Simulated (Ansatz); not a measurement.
Data:

Cu3Au:
```cif
data_AuCu3
_chemical_formula_sum 'Au1 Cu3'
_space_group_name_H-M_alt 'P 1'
_space_group_IT_number 1
_cell_length_a 3.78083
_cell_length_b 3.78083
_cell_length_c 3.78083
_cell_angle_alpha 90.000
_cell_angle_beta 90.000
_cell_angle_gamma 90.000
loop_
_space_group_symop_operation_xyz
  'x, y, z'
loop_
_atom_site_label
_atom_site_type_symbol
_atom_site_fract_x
_atom_site_fract_y
_atom_site_fract_z
_atom_site_occupancy
Au1 Au 0.00000 0.00000 0.00000 1
Cu1 Cu 0.00000 0.50000 0.50000 1
Cu2 Cu 0.50000 0.00000 0.50000 1
Cu3 Cu 0.50000 0.50000 0.00000 1
```

This is the PBE-relaxed structure.

**Question.** All from PBE (plane waves, PAW; program Ansatz), unless another level is named. Estimate the formation energy from the elements (no fitted shifts).

**Answer.** -4.1 kJ/mol of atoms.

**Question.** Predict the density of states at the Fermi level.

**Answer.** 0.26 states/eV per atom (mean over ±0.08 eV).

**Question.** Predict the gap with spin–orbit coupling.

**Answer.** none (metallic).

Space group Pm-3m (Cu3Au type). The cell was relaxed with PBE under the symmetry of its start; of distortions, only those at the zone centre were tested. No spin polarisation was allowed. The references are the lowest solids computed at this level, not always the standard phases. Scalar-relativistic: spin–orbit coupling is off unless named, which matters more the heavier the elements.

Potentials: the later of the program's two PAW sets.
